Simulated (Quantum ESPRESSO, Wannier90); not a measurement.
Wannierisation of SnI4 (P-43m)

```
begin unit_cell_cart
ang
    6.3636000000    0.0000000000    0.0000000000
    0.0000000000    6.3636000000    0.0000000000
    0.0000000000    0.0000000000    6.3636000000
end unit_cell_cart
begin atoms_frac
Sn   0.0000000000  0.0000000000  0.0000000000
I    0.2437800000 -0.2437800000 -0.2437800000
I   -0.2437800000 -0.2437800000  0.2437800000
I   -0.2437800000  0.2437800000 -0.2437800000
I    0.2437800000  0.2437800000  0.2437800000
end atoms_frac
```

Structure: Materials Project mp-571436, symmetrised, not relaxed again. COD (Crystallography Open Database) has the formula in 2 space groups, this one among them (matched by group alone). Level: PBEsol, no spin polarisation, no spin-orbit coupling; pw.x of Quantum ESPRESSO at 58 Ry with PseudoDojo potentials, 4×4×4 k-points, Wannier90. Density: 6×6×6 mesh, cold smearing 0.01 Ry. Spin-orbit coupling is left out although heavy elements are present.

A tight-binding model is made by disentanglement and projection with no localisation steps (num_iter = 0), so the 20 orbitals stay atom-like: hydrogen-like Sn: s;p; I: s;p, axes along x, y, z; frozen window up to 2.73 eV relative to the valence-band maximum. It follows pw.x to 0.8 meV rms for states up to 2.2 eV relative to the valence-band maximum. Matrix elements depend on this choice of orbitals and windows.

The 20 largest hoppings ⟨m,0|H|n,R⟩ between different sites (one of each Hermitian pair; signs follow the real orbitals' lobes; the list may end inside a set of equal values):

```
m           n      R  distance of the centres (Å)  t (eV)
-----  ------  -----  ---------------------------  ------
I2 s    Sn1 s  0 0 0                         2.68  -1.194
I3 s    Sn1 s  0 0 0                         2.68  -1.194
I4 s    Sn1 s  0 0 0                         2.68  -1.194
I5 s    Sn1 s  0 0 0                         2.68  -1.194
I5 s   Sn1 py  0 0 0                         2.68  -1.178
I2 s   Sn1 py  0 0 0                         2.68   1.178
I4 s   Sn1 py  0 0 0                         2.68  -1.178
I3 s   Sn1 py  0 0 0                         2.67   1.178
I4 s   Sn1 pz  0 0 0                         2.67   1.178
I5 s   Sn1 pz  0 0 0                         2.67  -1.178
I5 s   Sn1 px  0 0 0                         2.67  -1.178
I3 s   Sn1 pz  0 0 0                         2.68  -1.178
I4 s   Sn1 px  0 0 0                         2.67   1.178
I2 s   Sn1 pz  0 0 0                         2.68   1.178
I3 s   Sn1 px  0 0 0                         2.68   1.178
I2 s   Sn1 px  0 0 0                         2.68  -1.178
I3 py   Sn1 s  0 0 0                         2.72  -1.169
I2 pz   Sn1 s  0 0 0                         2.72  -1.168
I2 px   Sn1 s  0 0 0                         2.72   1.168
I2 py   Sn1 s  0 0 0                         2.72  -1.168
```
